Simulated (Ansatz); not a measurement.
## ZnInGaO₄: the gap against volume

ZnInGaO₄, R3m, a = 3.315 Å, c = 25.749 Å. The structure is a Materials Project entry; whether it is the stable form wasn't checked. Ansatz: PBEsol, PAW, 420 eV, Γ-centred 12×12×12 mesh on 7 atoms, Gaussian smearing 0.02 eV; no spin polarisation. Shape and atoms are relaxed at each volume; x = ln(V/V0) with V0 = 11.668 Å³/atom. The gap is read at the mesh points alone.

| x | gap y (eV) |
| --- | --- |
| -0.1278 | 1.677 |
| -0.0943 | 1.541 |
| -0.0619 | 1.414 |
| -0.0305 | ? |
| 0.0000 | 1.173 |
| 0.0296 | 1.060 |
| 0.0583 | 0.955 |
| 0.0953 | 0.829 |

Q: Fit a straight line to the other rows, give the volume deformation potential of the gap and its pressure coefficient, and predict the missing gap. B0 = 171.2 GPa.

A: Means x = -0.01440, y = 1.2356; Σ(Δx)² = 0.04096, ΣΔxΔy = -0.1566; the slope is their ratio. y = 1.1805 − 3.8221 x. The slope is the deformation potential a = dE_g/d ln V = -3.82 eV, and dE_g/dP = −a/B0 = 22.3 meV/GPa. At x = -0.0305 the fit asked for gives 1.297 eV. The run gave 1.292 eV, so the fit is 0.005 eV too high, within the rms miss on the fitted rows (0.007 eV).

Semilocal functionals give gaps under the measured ones; where shallow d states of Zn, Cd, Cu or Ag mix into an O valence top, changes of the gap are off too.